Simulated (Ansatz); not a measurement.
Starting cell, Te (trigonal-Te type, space group P3_121):

```
CELL_PARAMETERS angstrom
      4.52111     0.00000     0.00000
     -2.26056     3.91540     0.00000
      0.00000     0.00000     5.95492
ATOMIC_POSITIONS crystal
  Te 0.26812 0.00000 0.33333
  Te 0.00000 0.26812 0.66667
  Te 0.73188 0.73188 0.00000
```

Scan: atom 1 (Te, nearest neighbour Te at 2.889 Å; its periodic images, 4.5 Å or more away, move with it) is displaced along Cartesian [111], direction (0.577, 0.577, 0.577) in Cartesian axes, by s. The other atoms stay.

These are PBE (plane waves to 420 eV, PAW, scalar-relativistic; Ansatz, a first-principles code) values and carry that method's errors. k mesh 7×7×5 (Γ-centred), Fermi-Dirac smearing 0.05 eV. The energy includes the smearing's −TS. As the smearing reaches across the gap at some points, energies and forces of such displacements shift with the k mesh and the smearing. Spin-orbit coupling is left out, though Te is heavy. Te was relaxed with its symmetry unable to fall. The PAW data are Ansatz's earlier set. ΔE is measured from the undisplaced structure. The last digit holds for this mesh only.

```
s (Å)   ΔE (meV/cell)
------  -------------
-0.580         1478.1
-0.464          792.9
-0.348          376.7
-0.232          142.3
-0.116           30.3
0.000             0.0
0.116            22.3
0.232            74.8
0.348        withheld
0.464           216.4
0.580           305.2
```

**Question.** Fit a polynomial form (powers 2, 3, 4) to the given rows and predict ΔE at s = 0.348.

**Answer.** Least squares on the 10 given rows: ΔE = (1807)·s² + (-2978)·s³ + (2506)·s⁴, in meV/cell with s in Å; root-mean-square residual 5.58 meV/cell. At 0.348 the fit gives 130.1 meV/cell; the calculation gives 140.5 meV/cell, so the interpolation is off by -10.4 (-7.4 %). The quadratic term alone would give 218.8 meV/cell.

(A displaced cell: forces are minus the slopes of the energy, force constants its curvatures, and phonons follow from these.)
